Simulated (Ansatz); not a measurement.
ZrS2 (CdI2 type)

```yaml
crystal:
  lattice:
    - [3.57813, 0.00000, 0.00000]
    - [-1.78907, 3.09875, 0.00000]
    - [0.00000, 0.00000, 5.54076]
  atoms:
    - { symbol: Zr, position: [0.00000, 0.00000, 0.00000] }
    - { symbol: S, position: [0.33333, 0.66667, 0.26469] }
    - { symbol: S, position: [0.66667, 0.33333, 0.73531] }
```

Grid over V/V₀ and (c/a)/(c/a)₀, subscript 0 meaning the relaxed cell; the conventional c axis lies along z; no internal relaxation.

Level of theory: PBEsol-D3(BJ) (plane waves to 420 eV, PAW, scalar-relativistic; Ansatz, a quantum-chemistry and plane-wave program). k mesh 11×11×6 (Γ-centred), Fermi-Dirac smearing 0.05 eV. The energy includes the smearing's −TS. As the atoms are clamped, bonds stretch with the cell, which overstates energies and stresses. ZrS2 is run without spin polarisation. ZrS2 was relaxed with its symmetry unable to fall. ΔE is measured from the relaxed starting cell.

| ΔE (kJ/mol of atoms) | V/V₀ = 0.920 | V/V₀ = 0.947 | V/V₀ = 0.973 | V/V₀ = 1.000 | V/V₀ = 1.027 | V/V₀ = 1.053 | V/V₀ = 1.080 |
|---|---|---|---|---|---|---|---|
| (c/a)/(c/a)₀ = 0.960 | 5.36 | 2.58 | 1.05 | … | 1.15 | 2.52 | 4.63 |
| (c/a)/(c/a)₀ = 0.973 | 5.10 | 2.29 | 0.73 | 0.28 | 0.78 | 2.13 | 4.21 |
| (c/a)/(c/a)₀ = 0.987 | 4.97 | 2.13 | 0.55 | 0.07 | 0.55 | 1.88 | 3.94 |
| (c/a)/(c/a)₀ = 1.000 | 4.98 | 2.11 | 0.50 | 0.00 | … | 1.77 | 3.81 |
| (c/a)/(c/a)₀ = 1.013 | 5.12 | 2.23 | 0.59 | 0.07 | 0.51 | 1.79 | 3.82 |
| (c/a)/(c/a)₀ = 1.027 | 5.39 | 2.47 | 0.82 | 0.27 | 0.69 | 1.96 | 3.97 |
| (c/a)/(c/a)₀ = 1.040 | 5.79 | 2.85 | 1.18 | … | 1.01 | 2.26 | 4.25 |

Question: Fill in the missing entries.

Answer: 
- (c/a)/(c/a)₀ = 0.960, V/V₀ = 1.000: 0.62
- (c/a)/(c/a)₀ = 1.000, V/V₀ = 1.027: 0.46
- (c/a)/(c/a)₀ = 1.040, V/V₀ = 1.000: 0.61

(Under strain, the slope of the energy per volume gives the stress and its curvature an elastic modulus.)
